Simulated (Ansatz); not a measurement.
Input file for Ansatz (a quantum-chemistry and plane-wave program):

Ansatz 0.2 input:
```yaml
crystal:
  lattice:
    - [0.0, 3.0436280577, 3.0436280577]
    - [3.0436280577, 0.0, 3.0436280577]
    - [3.0436280577, 3.0436280577, 0.0]
  atoms:
    - { symbol: In, position: [0.25, 0.25, 0.25] }
    - { symbol: As, position: [0.0, 0.0, 0.0] }
kpoints:
  mp_grid: { grid: [24, 24, 24] }
hamiltonian:
  xc: pbesol
  pseudopotentials: { azcp: { folder: ./paw }, kind: paw }
scf:
  occupations: { method: fermi_dirac, width: 0.1 }
elastic: { mode: relaxed_ion, stencil: two_point, amplitude: 0.005, f_tol: 0.0005 }
```

Output (shortened):

```
Pseudopotential: In, paw, valence charge 13
Pseudopotential: As, paw, valence charge 15
Functional definition: PBEsol
Crystal: 2 atoms, lattice volume = 56.390 Å³
Basis set: ecut = 420 eV, 1067 PW (Γ), exchange–correlation on 60×60×60 points (8 copies of the dense FFT grid, shifted against one another)
Bands: 18, of which v1, the nominal top of the filled ones, is band 14 counted from 1 (13 counted from 0)
Symmetry: 24 space group operations
Space group: F-43m (ITA 216), of the structure as read, at distance tolerance 3.8e-5 Å
k-points: 413 of 13824 (time reversal used)
SCF 1 converged in 11 iterations: F = -10338.897175 eV  dr2 = 2.49e-15
Crystal: 2 atoms, lattice volume = 56.108 Å³
Symmetry: 8 space group operations
k-points: 1063 of 13824 (time reversal used)
SCF 2 converged in 8 iterations: F = -10338.896816 eV  dr2 = 4.61e-14
Crystal: 2 atoms, lattice volume = 56.672 Å³
Basis set: ecut = 420 eV, 1091 PW (Γ), exchange–correlation on 60×60×60 points (8 copies of the dense FFT grid, shifted against one another)
SCF 3 converged in 5 iterations: F = -10338.896842 eV  dr2 = 4.75e-14
Crystal: 2 atoms, lattice volume = 56.390 Å³
Symmetry: 4 space group operations
k-points: 1963 of 13824 (time reversal used)
SCF 4 converged in 10 iterations: F = -10338.896923 eV  dr2 = 4.76e-14
relax step   1: F+E_penalty+E_count = -10338.89692292 eV  Δ(F+E_penalty+E_count) = +0.000e0 eV  max|allowed force component| = 3.744e-2 eV/Å  Δτ_max = 0.0000 Å  (10 SCF iters, accepted)
Crystal: 2 atoms, lattice volume = 56.390 Å³
SCF 5 converged in 8 iterations: F = -10338.896996 eV  dr2 = 6.78e-14
relax step   2: F+E_penalty+E_count = -10338.89699641 eV  Δ(F+E_penalty+E_count) = -7.350e-5 eV  max|allowed force component| = 1.812e-2 eV/Å  Δτ_max = 0.0038 Å  (8 SCF iters, accepted)
Crystal: 2 atoms, lattice volume = 56.390 Å³
SCF 6 converged in 7 iterations: F = -10338.897019 eV  dr2 = 1.59e-14
relax step   3: F+E_penalty+E_count = -10338.89701889 eV  Δ(F+E_penalty+E_count) = -2.248e-5 eV  max|allowed force component| = 9.999e-7 eV/Å  Δτ_max = 0.0012 Å  (7 SCF iters, accepted)
Crystal: 2 atoms, lattice volume = 56.390 Å³
SCF 7 converged in 3 iterations: F = -10338.897019 eV  dr2 = 4.12e-14
Crystal: 2 atoms, lattice volume = 56.390 Å³
SCF 8 converged in 10 iterations: F = -10338.896923 eV  dr2 = 4.99e-14
relax step   1: F+E_penalty+E_count = -10338.89692292 eV  Δ(F+E_penalty+E_count) = +0.000e0 eV  max|allowed force component| = 3.744e-2 eV/Å  Δτ_max = 0.0000 Å  (10 SCF iters, accepted)
Crystal: 2 atoms, lattice volume = 56.390 Å³
SCF 9 converged in 8 iterations: F = -10338.897019 eV  dr2 = 3.26e-14
relax step   2: F+E_penalty+E_count = -10338.89701889 eV  Δ(F+E_penalty+E_count) = -9.598e-5 eV  max|allowed force component| = 3.110e-6 eV/Å  Δτ_max = 0.0026 Å  (8 SCF iters, accepted)
Crystal: 2 atoms, lattice volume = 56.390 Å³
SCF 10 converged in 3 iterations: F = -10338.897019 eV  dr2 = 4.01e-14
SCF converged after 11 iterations
Free energy (F): -10338.897175 eV
Harris-Foulkes:  -10338.897175 eV  (|F-HF|=3.64e-12)
Internal energy: -10338.896453 eV  (E = F + TS)
E sigma→0 (E₀):  -10338.896814 eV
Entropy (-TS):   -0.000722 eV (-0.361 meV/atom)
Fermi energy:    7.568922 eV
--- Per-component energies (eV) ---
  E_band       = -326.830509
  E_kinetic    = 316.601148
  E_local      = -3505.833084  (includes V_loc(G=0)·N_el)
  E_nonlocal   = -63.451659
  E_hartree    = 1740.019211
  E_xc         = -211.384046
  E_vxc        = -163.015673  (∫ρ·V_xc dr)
  E_paw        = -6109.535745  (= ΣΔE_a)
  E_vpaw       = -391.169813  (= ΣTr[D̂ρ^β])
  E_aug_tail   = 0.000146  (compensation charges beyond the density's cutoff)
  E_ewald      = -2506.514758
  E_core_change = 1.202334  (= ΣΔE_core)
  E_smearing   = -0.000722  (= −TS)
  E_closure    =  0.000000  (closes the sum)
  Σ components = -10338.897175   (vs F -10338.897175, Δ=0.00e0)
--- Forces (eV/Å), atoms counted from 1 ---
  atom   1  In     0.00000000     0.00000000     0.00000000
  atom   2  As     0.00000000     0.00000000     0.00000000
  max |Σ_I F_I| component: 1.92e-16 eV/Å
--- Stress (GPa, compression-positive) ---
        0.006678       0.000000       0.000000
        0.000000       0.006678       0.000000
        0.000000       0.000000       0.006678
  P = ⅓ Tr σ = 0.0067 GPa (0.067 kbar)
--- Band table (eV; the first three rows and the last of 413) ---
  k-point 0: bands = ["-27.7250", "-27.7250", "-27.7250", "-27.7177", "-27.7177", "-7.0185", "-7.0185", "-7.0185", "-6.8984", "-6.8984", "-4.4890", "6.8877", "7.2758", "7.2758", "7.2758", "11.1351", "11.1351", "11.1351"]
  k-point 1: bands = ["-27.7250", "-27.7250", "-27.7250", "-27.7177", "-27.7177", "-7.0208", "-7.0178", "-7.0178", "-6.8984", "-6.8984", "-4.4713", "6.4992", "7.2525", "7.2525", "7.6054", "11.1310", "11.1699", "11.1699"]
  k-point 2: bands = ["-27.7250", "-27.7249", "-27.7249", "-27.7177", "-27.7177", "-7.0274", "-7.0159", "-7.0159", "-6.8985", "-6.8985", "-4.4185", "5.9328", "7.1866", "7.1866", "7.9879", "11.1492", "11.2676", "11.2676"]
  k-point 412: bands = ["-27.7249", "-27.7249", "-27.7245", "-27.7177", "-27.7174", "-7.1715", "-6.9711", "-6.9479", "-6.9133", "-6.8908", "-2.4991", "1.6277", "4.3771", "4.4606", "11.3725", "11.4828", "12.1513", "13.2531"]
--- Elastic constants: 2 strain directions × 2 members + reference (group order 24) ---
  dense FFT box of the reference and of every strained cell: 30×30×30
  strains applied: 11, 23; error gains: componentwise 1.00 (the most a stress slope's error grows in a printed constant), spectral 1.73 (1 for all six strains …
  C = ∂σ_k/∂η_j (tension-positive GPa; Voigt order 11 22 33 23 13 12):
        78.650     44.126     44.126      0.000      0.000      0.000
        44.126     78.650     44.126      0.000      0.000      0.000
        44.126     44.126     78.650      0.000      0.000      0.000
         0.000      0.000      0.000     35.584      0.000      0.000
         0.000      0.000      0.000      0.000     35.584      0.000
         0.000      0.000      0.000      0.000      0.000     35.584
  reference stress σ⁰ (GPa):     -0.007     -0.007     -0.007      0.000      0.000      0.000
  moduli (Voigt/Reuss/Hill, GPa): K = 55.63/55.63/55.63   G = 28.26/24.98/26.62   E = 68.87   ν = 0.294
  mechanically stable: yes (min eigenvalue of sym C = 34.52 GPa)
  strain η (Voigt 11):  stress-route row diagonal C_11 = 78.65 GPa, energy-path curvature d²(F+E_count+ΔE)/dδ²/Ω₀ = 78.65 GPa
         δ    σ_11 (GPa)             F (eV)   n_scf  n_hpsi   n_pw
    -5.000e-3      -0.4022      -10338.8968162       8  377823   1119   relax 0 steps, max|allowed force component| 2.95e-17 eV/Å
     5.000e-3       0.3843      -10338.8968422       5  271672   1125   relax 0 steps, max|allowed force component| 5.85e-17 eV/Å
  strain η (Voigt 23):  stress-route row diagonal C_44 = 35.58 GPa, energy-path curvature d²(F+E_count+ΔE)/dδ²/Ω₀ = 35.59 GPa
         δ    σ_23 (GPa)             F (eV)   n_scf  n_hpsi   n_pw
    -5.000e-3      -0.1779      -10338.8970189       3  394749   1121   relax 3 steps, max|allowed force component| 1.00e-6 eV/Å
     5.000e-3       0.1779      -10338.8970189       3  389965   1121   relax 2 steps, max|allowed force component| 3.11e-6 eV/Å
```

Cost: roughly 12 core-minutes on shared cores.

Symmetry was held in the PBEsol relaxation. As this level gives no gap, shear constants depend on the k-mesh and smearing (Fermi–Dirac, 0.1 eV here). Scalar-relativistic: spin–orbit coupling is off unless named, which matters more the heavier the elements.

Potentials: the earlier of the program's two PAW sets. The files were generated under PBE; for other functionals the program regenerates the frozen cores, and for LDA and PBEsol the local potential too.

Ansatz is a plane-wave DFT program.
